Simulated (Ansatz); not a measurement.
Values for one crystal, relaxed and computed with r²SCAN in the plane-wave PAW code Ansatz; other levels are named.

Volume per atom: 12.13 Å³
Band gap: 7.28 eV (direct)
Highest zone-centre frequency (without LO–TO term): 263 cm⁻¹
Zero-point energy: 43.3 meV/atom
HSE06 gap on the r²SCAN cell: 8.63 eV
Young's modulus: 87.5 GPa
Hole effective mass, band 3 of 3 at the edge: 1.1 along [100], 1.1 along [110], 1.0 along [111] (mₑ)

Q: Which of these materials gives this?
A) YSF, P4/nmm (Y on 2c, S on 2c, F on 2a)
B) NaF, rock salt
C) PbS, rock salt
D) CsCl, rock salt

A: B, NaF, rock salt

Space group Fm-3m (rock salt). The r²SCAN relaxation kept the symmetry of its start.

Potentials: the earlier of the program's two PAW sets. The files were generated under PBE; for other functionals the program regenerates the frozen cores, and for LDA and PBEsol the local potential too.
